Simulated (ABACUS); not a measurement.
Consider a self-consistent single point of CsPbBr3 (Amm2, 10 atoms in the cell; from Materials Project mp-1120725).

```yaml
crystal:
  lattice:
    - [6.03737, 0.00000, 0.00000]
    - [0.00000, 5.81292, 5.80757]
    - [0.00000, -5.81292, 5.80757]
  atoms:
    - { symbol: Cs, position: [0.50000, 0.49435, 0.49435] }
    - { symbol: Cs, position: [0.50000, 0.99685, 0.99685] }
    - { symbol: Pb, position: [0.00000, 0.99277, 0.49169] }
    - { symbol: Pb, position: [0.00000, 0.49169, 0.99277] }
    - { symbol: Br, position: [0.00000, 0.18014, 0.80542] }
    - { symbol: Br, position: [0.00000, 0.80542, 0.18014] }
    - { symbol: Br, position: [0.50000, 0.48619, 0.99301] }
    - { symbol: Br, position: [0.50000, 0.99301, 0.48619] }
    - { symbol: Br, position: [0.00000, 0.30648, 0.30648] }
    - { symbol: Br, position: [0.00000, 0.68111, 0.68111] }
```

Method: LDA (PW92), numerical atomic orbitals TZDP (confined pseudo-atomic orbitals with Gaussian additions; energy shift 0.01 Ry), PseudoDojo 0.4 standard norm-conserving LDA (tails mended) pseudopotentials run with ABACUS.

ABACUS settings:

```
setting                                                               value
---------------  ----------------------------------------------------------
basis                  TZDP numerical atomic orbitals, energy shift 0.01 Ry
KPT                                                 Gamma 3 2 2 0.5 0.5 0.5
basis_type                                                             lcao
dft_functional                                                        PWLDA
ecutwfc                                                              100 Ry
smearing_method                                                       fixed
potentials       PseudoDojo 0.4 standard norm-conserving LDA (tails mended)
symmetry                                                                  1
symmetry_prec                                                         1e-05
ks_solver                                                     scalapack_gvx
scf_nmax                                                                100
scf_thr                                                             1.0e-07
mixing_type                                                         broyden
mixing_beta                                                             0.4
```

Results:

- Number of valence electrons = 88
- Number of bands = 54
- Number of k-points after the program's reduction = 4
- Size of the basis = 256
- Number of SCF iterations = 12
- Free energy E − TS = -7686.6367 eV
- Pressure = -2.75 GPa

Stress (GPa, positive for compression):
```
-2.73   0.00   0.00
 0.00  -2.78   0.00
 0.00   0.00  -2.74
```

Spin-orbit coupling is left out, which matters for bands and gaps with elements this heavy. The atom-centred basis is finite, which shifts total energies and pressures against plane waves. The structure comes from a collection of computed structures, made at another level of theory; the collection holds predicted forms beside known ones.

Cost on one core: very roughly 50 core-seconds.

The atomic orbitals were generated for these runs; they are not ABACUS's published sets and were checked against plane waves on a few crystals only.

“Tails mended”: in these copies of the files the far tail of each local potential was reset to the Coulomb form.
